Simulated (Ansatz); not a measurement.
# PbS, first-principles data

PbS:
```
CELL_PARAMETERS angstrom
     12.01644     0.00000     0.00000
      0.00000     4.20614     0.00000
      0.00000     0.00000     4.35104
ATOMIC_POSITIONS crystal
  Pb 0.87221 0.25000 0.18145
  Pb 0.12779 0.75000 0.81855
  Pb 0.62779 0.75000 0.68145
  Pb 0.37221 0.25000 0.31855
  S  0.64431 0.25000 0.10637
  S  0.35569 0.75000 0.89363
  S  0.85569 0.75000 0.60637
  S  0.14431 0.25000 0.39363
```

Space group Pnma (No. 62); conventional cell a = 12.016 Å, b = 4.206 Å, c = 4.351 Å, α = 90.00°, β = 90.00°, γ = 90.00°.

Method: r²SCAN+D4 (plane waves, PAW; program Ansatz). Structure relaxed to zero pressure with the same functional. Other levels are named where they apply.

**Cell and energy**

```yaml
volume_per_atom: 27.49 Å³
density: 7.23 g/cm³
Formation energy from the elements (no fitted shifts): -65 kJ/mol of atoms
```

**Electronic structure**

```yaml
band_gap: 1.49 eV (smallest direct gap 1.49 eV)
valence_band_maximum: on the Γ–Z line, 81 % of the way from Γ (k = 0.000, 0.000, 0.406 in fractions of the reciprocal vectors)
conduction_band_minimum: on the Γ–Z line, 84 % of the way from Γ (k = 0.000, 0.000, 0.419 in fractions of the reciprocal vectors) (2 equivalent valleys)
electron_effective_mass: 0.19, 0.21, 0.82 mₑ (principal values)
Electron effective mass with spin–orbit coupling: 0.24, 0.26, 0.37 mₑ (principal values)
hole_effective_mass: 0.28, 0.36, 1.1 mₑ (principal values)
Hole effective mass with spin–orbit coupling: 0.26, 0.32, 0.99 mₑ (principal values)
HSE06 gap on the r²SCAN+D4 cell: 1.74 eV
Gap with spin–orbit coupling: 1.08 eV
```

**Charges**

```yaml
bader_charges: Pb +1.03, S -1.03 e
```

The first step of the workflow began from a Materials Project structure, measured or hypothetical; the Crystallography Open Database copy checked does not list it. It is not the phase usual at ambient conditions (space group No. 225). Symmetry was held in the r²SCAN+D4 relaxation; whether a distortion lowers the energy is not shown. The references are the lowest solids computed at this level, not always the standard phases. Spin–orbit coupling is left out wherever it is not named.

Potentials: the later of the program's two PAW sets.
